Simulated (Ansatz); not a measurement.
Ansatz (a program for electronic structure) input:

Ansatz 0.2 input:
```yaml
crystal:
  lattice:
    - [1.5544561659, -2.244530116, 0.0]
    - [1.5544561659, 2.244530116, 0.0]
    - [0.0, 0.0, 4.3612438348]
  atoms:
    - { symbol: Ti, position: [0.0, 0.0, 0.0] }
    - { symbol: W, position: [0.5, 0.5, 0.5] }
kpoints:
  mp_grid: { grid: [23, 23, 14] }
hamiltonian:
  xc: lda
  pseudopotentials: { kind: paw }
scf:
  occupations: { method: fermi_dirac, width: 0.1 }
elastic: { mode: relaxed_ion, stencil: two_point, amplitude: 0.005, f_tol: 0.0005 }
```

Output (shortened):

```
Pseudopotential: Ti, paw, valence charge 12
Pseudopotential: W, paw, valence charge 14
Functional definition: SPW92
Crystal: 2 atoms, lattice volume = 30.433 Å³
Basis set: ecut = 420 eV, 617 PW (Γ)
Bands: 17, of which v1, the nominal top of the filled ones, is band 13 counted from 1 (12 counted from 0)
Symmetry: 8 space group operations
Space group: Cmmm (ITA 65), of the structure as read, at distance tolerance 3.1e-5 Å
k-points: 1152 of 7406
the search or the solves at the SCF's close seem to have found levels that the self-consistency loop had missed (the run counts 14) …
SCF 1 converged in 10 iterations: F = -12580.293367 eV  dr2 = 3.95e-15
Crystal: 2 atoms, lattice volume = 30.281 Å³
SCF 2 converged in 9 iterations: F = -12580.292383 eV  dr2 = 4.78e-16
Crystal: 2 atoms, lattice volume = 30.585 Å³
SCF 3 converged in 6 iterations: F = -12580.292844 eV  dr2 = 5.30e-14
Crystal: 2 atoms, lattice volume = 30.281 Å³
SCF 4 converged in 8 iterations: F = -12580.292528 eV  dr2 = 1.49e-14
Crystal: 2 atoms, lattice volume = 30.585 Å³
SCF 5 converged in 6 iterations: F = -12580.292622 eV  dr2 = 3.84e-14
Crystal: 2 atoms, lattice volume = 30.281 Å³
Basis set: ecut = 420 eV, 613 PW (Γ)
SCF 6 converged in 8 iterations: F = -12580.292194 eV  dr2 = 4.20e-15
Crystal: 2 atoms, lattice volume = 30.585 Å³
SCF 7 converged in 6 iterations: F = -12580.293187 eV  dr2 = 4.11e-14
Crystal: 2 atoms, lattice volume = 30.433 Å³
Symmetry: 4 space group operations
k-points: 1944 of 7406
SCF 8 converged in 7 iterations: F = -12580.293184 eV  dr2 = 8.81e-15
Crystal: 2 atoms, lattice volume = 30.433 Å³
SCF 9 converged in 5 iterations: F = -12580.293184 eV  dr2 = 6.63e-14
Crystal: 2 atoms, lattice volume = 30.433 Å³
SCF 10 converged in 8 iterations: F = -12580.293294 eV  dr2 = 2.51e-15
Crystal: 2 atoms, lattice volume = 30.433 Å³
SCF 11 converged in 6 iterations: F = -12580.293294 eV  dr2 = 9.51e-15
Crystal: 2 atoms, lattice volume = 30.433 Å³
k-points: 2120 of 7406
SCF 12 converged in 8 iterations: F = -12580.293188 eV  dr2 = 2.20e-15
Crystal: 2 atoms, lattice volume = 30.433 Å³
SCF 13 converged in 6 iterations: F = -12580.293188 eV  dr2 = 1.65e-14
SCF converged after 10 iterations
Free energy (F): -12580.293367 eV
Harris-Foulkes:  -12580.293367 eV  (|F-HF|=5.46e-12)
Internal energy: -12580.210852 eV  (E = F + TS)
E sigma→0 (E₀):  -12580.252109 eV
Entropy (-TS):   -0.082516 eV (-41.258 meV/atom)
Fermi energy:    18.740165 eV
--- Per-component energies (eV) ---
  E_band       = -209.568016
  E_kinetic    = 727.490133
  E_local      = -1332.677209  (includes V_loc(G=0)·N_el)
  E_nonlocal   = 19.645484
  E_hartree    = 520.650832
  E_xc         = -363.125285
  E_vxc        = -362.481224  (∫ρ·V_xc dr)
  E_paw        = -9309.389260  (= ΣΔE_a)
  E_vpaw       = -302.846905  (= ΣTr[D̂ρ^β])
  E_aug_tail   = 0.000039  (compensation charges beyond the density's cutoff)
  E_ewald      = -2843.414689
  E_core_change = 0.609103  (= ΣΔE_core)
  E_smearing   = -0.082516  (= −TS)
  E_closure    = 0.000000  (closes the sum)
  Σ components = -12580.293367   (vs F -12580.293367, Δ=0.00e0)
--- Forces (eV/Å), atoms counted from 1 ---
  atom   1  Ti     0.00000000     0.00000000     0.00000000
  atom   2  W      0.00000000     0.00000000     0.00000000
  max |Σ_I F_I| component: 0.0 eV/Å
--- Stress (GPa, compression-positive) ---
        0.235997       0.000000       0.000000
        0.000000       0.041548       0.000000
        0.000000       0.000000       0.518619
  P = ⅓ Tr σ = 0.2654 GPa (2.654 kbar)
--- Band table (eV; the first three rows and the last of 1152) ---
  k-point 0: bands = ["-54.4323", "-36.8380", "-18.8120", "-18.3002", "-18.0926", "-13.3162", "-13.1147", "-13.0001", "10.9701", "14.4881", "16.6915", "18.9386", "19.0687", "19.5484", "20.6889", "21.6426", "21.8411"]
  k-point 1: bands = ["-54.4323", "-36.8381", "-18.8088", "-18.2999", "-18.0926", "-13.3219", "-13.1154", "-13.0001", "11.0205", "14.5057", "16.7066", "18.9908", "19.0724", "19.5215", "20.5082", "21.6750", "21.7818"]
  k-point 2: bands = ["-54.4322", "-36.8386", "-18.7998", "-18.2991", "-18.0925", "-13.3377", "-13.1174", "-13.0001", "11.1672", "14.5546", "16.7502", "19.0733", "19.1463", "19.4452", "20.0830", "21.6166", "21.7019"]
  k-point 1151: bands = ["-54.3072", "-36.6624", "-19.2562", "-18.7487", "-18.5416", "-13.8224", "-13.4445", "-13.2650", "14.6225", "15.7495", "16.9007", "17.4292", "19.0803", "19.9706", "20.0609", "20.7017", "23.3371"]
--- Elastic constants: 6 strain directions × 2 members + reference (group order 8) ---
  dense FFT box of the reference and of every strained cell: 20×20×30
  strains applied: 11, 22, 33, 23, 13, 12; error gains …
  C = ∂σ_k/∂η_j (tension-positive GPa; Voigt order 11 22 33 23 13 12):
       317.287    176.084    166.650      0.000      0.000      0.000
       175.874    333.424    180.493      0.000      0.000      0.000
       166.927    180.979    284.937      0.000      0.000      0.000
         0.000      0.000      0.000     76.751      0.000      0.000
         0.000      0.000      0.000      0.000     30.527      0.000
         0.000      0.000      0.000      0.000      0.000     75.256
  reference stress σ⁰ (GPa):     -0.236     -0.042     -0.519      0.000      0.000      0.000
  moduli (Voigt/Reuss/Hill, GPa): K = 220.30/218.85/219.57   G = 63.98/56.47/60.23   E = 165.55   ν = 0.374
  mechanically stable: yes (min eigenvalue of sym C = 30.53 GPa)
  strain η (Voigt 11):  stress-route row diagonal C_11 = 317.29 GPa, energy-path curvature d²(F+E_count+ΔE)/dδ²/Ω₀ = 317.29 GPa
         δ    σ_11 (GPa)             F (eV)   n_scf  n_hpsi   n_pw
    -5.000e-3      -1.8437      -12580.2923828       9  386919    617   relax 0 steps, max|allowed force component| 0.0 eV/Å
     5.000e-3       1.3291      -12580.2928442       6  296119    621   relax 0 steps, max|allowed force component| 0.0 eV/Å
  strain η (Voigt 22):  stress-route row diagonal C_22 = 333.42 GPa, energy-path curvature d²(F+E_count+ΔE)/dδ²/Ω₀ = 333.42 GPa
         δ    σ_22 (GPa)             F (eV)   n_scf  n_hpsi   n_pw
    -5.000e-3      -1.7344      -12580.2925283       8  373641    621   relax 0 steps, max|allowed force component| 0.0 eV/Å
     5.000e-3       1.5998      -12580.2926225       6  293295    621   relax 0 steps, max|allowed force component| 0.0 eV/Å
  strain η (Voigt 33):  stress-route row diagonal C_33 = 284.94 GPa, energy-path curvature d²(F+E_count+ΔE)/dδ²/Ω₀ = 284.91 GPa
         δ    σ_33 (GPa)             F (eV)   n_scf  n_hpsi   n_pw
    -5.000e-3      -1.9554      -12580.2921944       8  362475    617   relax 0 steps, max|allowed force component| 0.0 eV/Å
     5.000e-3       0.8940      -12580.2931870       6  299280    621   relax 0 steps, max|allowed force component| 0.0 eV/Å
  strain η (Voigt 23):  stress-route row diagonal C_44 = 76.75 GPa, energy-path curvature d²(F+E_count+ΔE)/dδ²/Ω₀ = 76.89 GPa
         δ    σ_23 (GPa)             F (eV)   n_scf  n_hpsi   n_pw
    -5.000e-3      -0.3838      -12580.2931841       7  555897    621   relax 0 steps, max|allowed force component| 0.0 eV/Å
     5.000e-3       0.3838      -12580.2931841       5  460158    621   relax 0 steps, max|allowed force component| 0.0 eV/Å
  strain η (Voigt 13):  stress-route row diagonal C_55 = 30.53 GPa, energy-path curvature d²(F+E_count+ΔE)/dδ²/Ω₀ = 30.70 GPa
         δ    σ_13 (GPa)             F (eV)   n_scf  n_hpsi   n_pw
    -5.000e-3      -0.1526      -12580.2932940       8  605782    621   relax 0 steps, max|allowed force component| 0.0 eV/Å
     5.000e-3       0.1526      -12580.2932940       6  487265    621   relax 0 steps, max|allowed force component| 0.0 eV/Å
  strain η (Voigt 12):  stress-route row diagonal C_66 = 75.26 GPa, energy-path curvature d²(F+E_count+ΔE)/dδ²/Ω₀ = 75.32 GPa
         δ    σ_12 (GPa)             F (eV)   n_scf  n_hpsi   n_pw
    -5.000e-3      -0.3763      -12580.2931881       8  656915    621   relax 0 steps, max|allowed force component| 0.0 eV/Å
     5.000e-3       0.3763      -12580.2931881       6  532636    621   relax 0 steps, max|allowed force component| 0.0 eV/Å
```

Cost: around 7 core-minutes (rough) on shared cores.

The first step of the workflow began from a Materials Project structure, measured or hypothetical; the Crystallography Open Database copy checked does not list it. With Ti and W taken as one species the cell has the higher symmetry Im-3m, so it may be an ordered model of a mixed-site phase. Its standing as an ambient phase is unchecked. Symmetry was held in the LDA relaxation; its stability against distortions is not shown here. No spin polarisation was allowed. As this level gives no gap, shear constants depend on the k-mesh and smearing (Fermi–Dirac, 0.1 eV here). Axis ratios of metals converge slowly with the k-mesh, so a and c are less sure than the volume. On the denser mesh and wider smearing of the elastic run this cell carries a stress of 0.5 GPa. Spin–orbit coupling is left out wherever it is not named.

Potentials: the later of the program's two PAW sets.

Ansatz is a plane-wave DFT program.
